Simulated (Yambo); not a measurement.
AuPO4 (space group C2/c, No. 15); a = b = 4.801 Å, c = 7.760 Å, α = β = 95.93°, γ = 72.22°. With the G0W0 scissor the direct gap on the mesh is 3.91 eV. Axes are Cartesian, with cell vectors (Å) (3.88, -2.83, 0.00), (3.88, 2.83, 0.00), (-0.99, 0.00, 7.70).

Can the lowest exciton of this BSE run be trusted, and with what binding energy? (Yambo, PBEsol bands; 4×4×4 mesh, 27 valence and 5 conduction bands, static screening with 110 bands and a 3 Ry block, scissor 2.10 eV, Tamm-Dancoff.)

The mesh holds a bound state, but the numbers are provisional. These are vertical excitations (zero momentum). The lowest state lies at 2.45 eV (dark for light along x), the direct quasiparticle gap on this mesh at 3.91 eV. Its binding energy, counted from that gap, is 1.46 eV; it spreads over about 61 k points of the mesh. Convergence with the mesh was not shown. The first optically allowed state is at 3.44 eV. The scissor comes from a G0W0 run whose convergence isn't established. Spin-orbit coupling is left out, which matters for elements this heavy: edges can move by tenths of an eV.

Geometry of the Materials Project entry, not relaxed at this level.

The structure is a Materials Project entry; no match was found in the copy of COD used, and its stability was not checked.
